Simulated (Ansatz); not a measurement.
YAlSi in space group Cmcm (No. 63; Y on 4c, Al on 4a, Si on 4c), DFT-r²SCAN in the program Ansatz with PAW potentials, all energies at zero smearing, with the estimated change up to a 700 eV cutoff added, with one set of potentials and settings (totals compare only within such a set). Cell of 6 atoms (2 Y, 2 Al, 2 Si): -10082.512 eV.

| element | reference phase | E (eV/atom) |
|---|---|---|
| Y | P6_3/mmc, 2 atoms in the cell | -3859.7274 |
| Al | Fm-3m, 1 atoms in the cell | -540.4106 |
| Si | Fd-3m, 2 atoms in the cell | -639.0665 |

Formation energy per atom, worked out: (-10082.512 − 2×(-3859.7274) − 2×(-540.4106) − 2×(-639.0665))/6 = -0.684 eV/atom (-66 kJ per mol of atoms), at 0 K, without zero-point energy or fitted corrections.

The first step of the workflow began from a Materials Project structure, measured or hypothetical; the Crystallography Open Database files this formula in space group No. 63, but the cells were not matched. Whether it is the stable phase at ambient conditions was not checked. Symmetry was held in the r²SCAN relaxation; whether a distortion lowers the energy is not shown. No spin polarisation was allowed. The references are the lowest solids computed at this level, not always the standard phases.

Potentials: the earlier of the program's two PAW sets.
